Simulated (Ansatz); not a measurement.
A scan (energy over volume and axial ratio; atoms clamped) gave these values. Calculation: r2SCAN (plane waves to 500 eV, PAW, scalar-relativistic; Ansatz, an electronic-structure program).

The shear modulus C′ = (C11 − C12)/2 (fit, atoms clamped) comes out as 18.7 GPa.

**Question.** Of these crystals, all scanned alike, which one is it?
A. BeTe (zinc blende)
B. ZnSe (zinc blende)
C. W (bcc, W type)
D. ZrO₂ (fluorite)

**Answer.** B, ZnSe (zinc blende). The others have, for the shear modulus C′ = (C11 − C12)/2: W 170 GPa, BeTe 31 GPa, ZrO2 230 GPa

All were relaxed with their symmetry unable to fall. Spin-orbit coupling is left out. This is a high-temperature form of ZrO2. W is run without spin polarisation. ZrO2 is run without spin polarisation.

(Under strain, the slope of the energy per volume gives the stress and its curvature an elastic modulus.)
